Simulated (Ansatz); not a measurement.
## NaMgF₃ (Pm-3m), a vibration from a frozen displacement

Theory: Ansatz 0.2.0, DFT PBEsol, scalar-relativistic, plane waves, PAW. Settings: plane waves to 420 eV, k-mesh 6×6×6 (Γ-centred), Gaussian smearing 0.05 eV. No spin polarisation. Energies are free energies at this smearing, counted from the undisturbed cell; pressure is positive in compression.

The starting cell (as given, not relaxed at this level; it stands at -2.3 GPa, and it needn't be the usual structure):

```
Na Mg F
1.0
     3.95084    0.00000    0.00000
     0.00000    3.95084    0.00000
     0.00000    0.00000    3.95084
Na Mg F
1 1 3
Direct
  0.00000 0.00000 0.00000
  0.50000 0.50000 0.50000
  0.50000 0.50000 0.00000
  0.50000 0.00000 0.50000
  0.00000 0.50000 0.50000
```

Every Mg atom is moved by x along the Cartesian unit vector (0.000, 0.000, -1.000); the cell and all other atoms stay fixed. The cell's volume is 61.67 Å³; the moved atoms weigh 24.305 u together and the others 79.985 u. Some rows repeat others by symmetry and weren't run.

| x (Å) | ΔE (meV/cell) | total force on the moved atoms along the move (eV/Å) | pressure (GPa) |
| --- | --- | --- | --- |
| -0.3000 | 591.76 | 4.8973 | 2.0483 |
| -0.2625 | 427.77 | 3.8804 | 0.9218 |
| -0.2250 | 298.56 | 3.0366 | 0.0009 |
| -0.1875 | 198.28 | 2.3324 | -0.7395 |
| -0.1500 | 122.24 | 1.7394 | -1.3196 |
| -0.0750 | 29.03 | 0.7877 | -2.0569 |
| 0.0000 | 0.00 | 0.0000 | -2.2936 |
| 0.0750 | 29.03 | -0.7877 | -2.0569 |
| 0.1500 | 122.24 | -1.7394 | -1.3196 |
| 0.1875 | 198.28 | -2.3324 | -0.7395 |
| 0.2250 | 298.56 | -3.0366 | 0.0009 |
| 0.2625 | 427.77 | -3.8804 | 0.9218 |
| 0.3000 | 591.76 | -4.8973 | 2.0483 |

Question: What frequency belongs to this motion?

Answer: The force constant is k = −dF/dx = 10.503 eV/Å², from the parabola through x = -0.0750, 0 and 0.0750. In every cell the moved atoms swing against the rest, so the mass is μ = m₁m₂/(m₁ + m₂) = 18.641 u, and ν̃ = 521.5 cm⁻¹ × √(|k|/μ) = 391 cm⁻¹, at this cell's pressure of -2.3 GPa. The pattern needn't be a normal mode: ν̃² is then a weighted mean of the squared nonzero frequencies at the zone centre of this cell, taken without macroscopic field, so it lies between the lowest and the highest of them.

Question: How far does the harmonic law reach?

Answer: At x = -0.300 Å, kx²/2 = 472.62 meV against the computed 591.76 meV (+25.2 %): the well stiffens in this direction at large amplitude.

Question: The pressure changes with x². What does that say about the frequency under compression?

Answer: With E = k(V)x²/2, k ∝ V^(−2γ) and x scaling with the cell as V^(1/3), P − P0 = −∂E/∂V = (2γ − 2/3) ΔE/V. At x = 0.1500 Å, V(P − P0) = 61.67 × 0.97401 / 160.2 eV = 374.91 meV and ΔE = 122.24 meV, so γ = 1/3 + V(P − P0)/(2ΔE) = 1.87. This is the Grüneisen parameter of the motion under uniform scaling of the cell: shrinking the cell evenly by 1 % in volume raises the frequency by about 1.87 %.

Many cubic perovskites lower their energy by tilts or polar distortions; a scan of this one displacement doesn't rule them out.